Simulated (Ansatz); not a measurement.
# Sn₃GeTe₄ (R3m) at 3 levels of theory

One geometry, relaxed with PBE; plane waves with PAW potentials in Ansatz, scalar-relativistic. No spin polarisation. Gaps are the least over mesh and band path; pressure is positive in compression.

Space group R3m:H (No. 160). a = 8.938 Å, b = 8.938 Å, c = 11.246 Å, α = 90.00°, β = 90.00°, γ = 120.00°
```json
{"atom": "Sn", "site": "9b", "symmetry": ".m", "x": "0.6663", "y": "0.8331", "z": "0.8379"}
{"atom": "Ge", "site": "3a", "symmetry": "3m", "x": "0.3333", "y": "0.6667", "z": "0.1487"}
{"atom": "Te", "site": "9b", "symmetry": ".m", "x": "0.0119", "y": "0.5059", "z": "0.0230"}
{"atom": "Te", "site": "3a", "symmetry": "3m", "x": "0.3333", "y": "0.6667", "z": "0.6861"}
```

```csv
level,cutoff (eV),k mesh,gap (eV),pressure (GPa)
PBE,420,6×6×6,0.22,0.0
```

What comes out on the same cell with r2SCAN, PBEsol?

| level | cutoff (eV) | k mesh | gap (eV) | pressure (GPa) |
| --- | --- | --- | --- | --- |
| r2SCAN | 500 | 6×6×6 | 0.33 | -0.8 |
| PBEsol | 420 | 6×6×6 | 0.19 | -2.3 |

Spin-orbit coupling matters for the bands of heavy elements and is left out.

The cell was found from a structure generator's guess, not taken from experiment.
